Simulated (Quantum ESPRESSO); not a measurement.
SrO is modelled in the cubic space group Fm-3m (No. 225), the rock salt structure, Pearson symbol cF8. Conventional cell: a = b = c = 5.119 Å, α = β = γ = 90.00°. O on 4a is surrounded by 6 Sr at 2.559 Å (octahedral). Sr on 4b sees 6 O at 2.559 Å (octahedral). (Neighbours: up to the widest gap in distance over summed covalent radii, below 1.35, at either atom; cation-cation contacts left out.)
(The calculation used a cell of 2 atoms; values per cell refer to that cell.)

Cell and atoms were relaxed with PBEsol from Materials Project entry mp-2472, within its symmetry.

Question: What does PBEsol (pw.x of Quantum ESPRESSO, ONCV potentials, scalar-relativistic) give for the electronic structure near the Fermi level?

Answer: The PBEsol gap is indirect, 3.20 eV, from Γ to X; the smallest direct gap is 3.27 eV.
